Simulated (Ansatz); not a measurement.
Task: Each is relaxed and computed with r²SCAN in the plane-wave PAW code Ansatz. Which is the only metal?
(A) LaCuGe2, Cmcm (La on 4c, Cu on 4c, Ge on 4c, Ge on 4c)
(B) GeTePt, P2_13 (Ge on 4a, Te on 4a, Pt on 4a)
(C) LaSe2, P2_1/c (La on 4e, Se on 4e, Se on 4e)
(D) GaGeTe, R-3m (Ga on 6c, Ge on 6c, Te on 6c)

Result: A, LaCuGe2, Cmcm (La on 4c, Cu on 4c, Ge on 4c, Ge on 4c). LaCuGe2: metal; GaGeTe: gap 0.60 eV (direct); GeTePt: gap 0.37 eV (indirect); LaSe2: gap 0.54 eV (indirect). Standing as an ambient phase not checked: LaCuGe2, Cmcm (La on 4c, Cu on 4c, Ge on 4c, Ge on 4c); GaGeTe, R-3m (Ga on 6c, Ge on 6c, Te on 6c); GeTePt, P2_13 (Ge on 4a, Te on 4a, Pt on 4a); LaSe2, P2_1/c (La on 4e, Se on 4e, Se on 4e). Weakly bound layers, chains or molecules computed without a dispersion correction, so cells and soft constants are ill determined: GaGeTe, R-3m (Ga on 6c, Ge on 6c, Te on 6c). All cells were relaxed under the symmetry of their starts (and spin orders); stability against distortions was not tested throughout. Rows with no word on spin ran without spin polarisation. Spin–orbit coupling is left out wherever it is not named.

Potentials: the earlier of the program's two PAW sets.
